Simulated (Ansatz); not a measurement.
Level of theory: DFT PBE, scalar-relativistic, plane waves, PAW in Ansatz 0.2.0. Settings: cutoff 420 eV, Γ-centred meshes spaced at most about 0.3 Å⁻¹, and about 0.25 Å⁻¹ or finer for metals (2π included), Gaussian smearing. No spin polarisation in the final relaxations.

All energies are static (0 K, no zero-point motion).

Compare these two cells of BiTe₃O, each relaxed at this level.

A.

Space group P4/mmm (No. 123). a = 3.256 Å, b = 3.256 Å, c = 13.725 Å, α = 90.00°, β = 90.00°, γ = 90.00°
| atom | site | symmetry | x | y | z |
| --- | --- | --- | --- | --- | --- |
| Bi | 1b | 4/mmm | 0.0000 | 0.0000 | 0.5000 |
| Te | 2g | 4mm | 0.0000 | 0.0000 | 0.2700 |
| Te | 1c | 4/mmm | 0.5000 | 0.5000 | 0.0000 |
| O | 1a | 4/mmm | 0.0000 | 0.0000 | 0.0000 |

B.

Space group P4mm (No. 99). a = 4.506 Å, b = 4.506 Å, c = 6.892 Å, α = 90.00°, β = 90.00°, γ = 90.00°
| atom | site | symmetry | x | y | z |
| --- | --- | --- | --- | --- | --- |
| Bi | 1b | 4mm | 0.5000 | 0.5000 | 0.4833 |
| Te | 1a | 4mm | 0.0000 | 0.0000 | 0.3207 |
| Te | 2c | 2mm. | 0.5000 | 0.0000 | 0.8414 |
| O | 1a | 4mm | 0.0000 | 0.0000 | 0.7931 |

Task: Which is lower in energy, and by how much?

Result: A is lower, by 6 meV/atom. A has space group P4/mmm (No. 123), 29.1 Å³/atom and no gap on its mesh; B has space group P4mm (No. 99), 28.0 Å³/atom and no gap. Counting O or Te atoms around Bi (for each partner element, those within 1.25 times its shortest distance or 1.15 times the sum of covalent radii, where it is the nearest in units of that sum or under 1.3), A has Bi 2 and B has Bi 8. Both come from invented guesses.

For metals, differences of a few meV/atom aren't resolved. No dispersion correction is applied, so the spacing and binding between layers, chains or molecules are poorly described (P4/mmm, P4mm), and this can change margins and order among such cells. Spin–orbit coupling, which can matter for Bi and Te, is left out. In P4/mmm, P4mm an odd number of electrons in the primitive cell allows no gap without spin; a larger cell or a magnetic state could open one. A magnetic state wasn't ruled out in cells without spin, among them P4/mmm, P4mm. Cells relaxed within their symmetry can be saddle points.
